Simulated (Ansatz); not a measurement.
# Lattice vibrations of Sn3GeO4 at Γ

Theory: Ansatz 0.2.0, DFT PBE, scalar-relativistic, plane waves, PAW. Cutoff 420 eV, 6×6×6 k-points (Γ-centred), fixed occupations. No spin polarisation. Phonons by linear response, acoustic sum rule imposed.

The cell, relaxed at this level:
```yaml
crystal:
  lattice:
    - [5.17134, 0.00166, 0.00147]
    - [-0.07768, 5.54591, -0.00756]
    - [-0.02425, -0.21820, 5.78561]
  atoms:
    - { symbol: Sn, position: [0.94289, 0.54518, 0.22042] }
    - { symbol: Sn, position: [0.44757, 0.97847, 0.21604] }
    - { symbol: Sn, position: [0.43916, 0.45482, 0.77355] }
    - { symbol: Ge, position: [0.94001, 0.04037, 0.80163] }
    - { symbol: O, position: [0.80674, 0.35169, 0.91043] }
    - { symbol: O, position: [0.31986, 0.62595, 0.09526] }
    - { symbol: O, position: [0.81835, 0.88049, 0.07524] }
    - { symbol: O, position: [0.28542, 0.12302, 0.90743] }
```

It was reached by relaxing an invented guess, and it needn't be the stable form of this composition. Spin–orbit coupling is left out, which matters for heavy elements. No dispersion correction is applied, so modes and constants that involve weak contacts between layers, chains or molecules come out too soft.

Optical modes at Γ (transverse, no macroscopic field):
| frequency (cm⁻¹) | degeneracy | IR intensity of the level ((D/Å)²/amu) |
| --- | --- | --- |
| 71 | 1 | 0.63 |
| 80 | 1 | 0.04 |
| 89 | 1 | 0.06 |
| 104 | 1 | 0.15 |
| 125 | 1 | 0.30 |
| 134 | 1 | 2.64 |
| 145 | 1 | 0.08 |
| 186 | 1 | 0.75 |
| 196 | 1 | 0.13 |
| 206 | 1 | 0.83 |
| 236 | 1 | 3.25 |
| 248 | 1 | 0.96 |
| 254 | 1 | 0.73 |
| 379 | 1 | 32.90 |
| 405 | 1 | 23.61 |
| 408 | 1 | 33.81 |
| 438 | 1 | 6.17 |
| 442 | 1 | 0.29 |
| 475 | 1 | 25.36 |
| 479 | 1 | 3.32 |
| 526 | 1 | 7.89 |

All 21 optical modes at Γ are real: no displacement of atoms at fixed cell lowers the energy to second order. Strains and modes at other wave vectors aren't tested by this run.

```
Electronic dielectric constant ε∞ (principal values) : 5.35, 5.49, 5.67
Static dielectric constant ε0 (principal values)     : 8.1, 11.4, 12.7
Refractive index √ε∞, mean                           : 2.35
Kohn–Sham gap on the mesh                            : 1.67 eV
Cost                                                 : 16 min on 4 threads of Arm Neoverse V2, with other jobs on the host, peak memory 4 GiB
```

Born effective charges (e):
| atom | Z*xx | Z*yy | Z*zz | mean |
| --- | --- | --- | --- | --- |
| Sn (atom 1) | 2.78 | 2.55 | 2.34 | 2.56 |
| Sn (atom 2) | 2.76 | 2.62 | 2.28 | 2.55 |
| Sn (atom 3) | 2.63 | 2.47 | 2.67 | 2.59 |
| Ge (atom 4) | 2.54 | 2.32 | 1.90 | 2.25 |
| O (atom 5) | -2.58 | -2.60 | -2.27 | -2.48 |
| O (atom 6) | -2.67 | -2.55 | -2.39 | -2.54 |
| O (atom 7) | -2.58 | -2.55 | -2.30 | -2.48 |
| O (atom 8) | -2.89 | -2.26 | -2.23 | -2.46 |
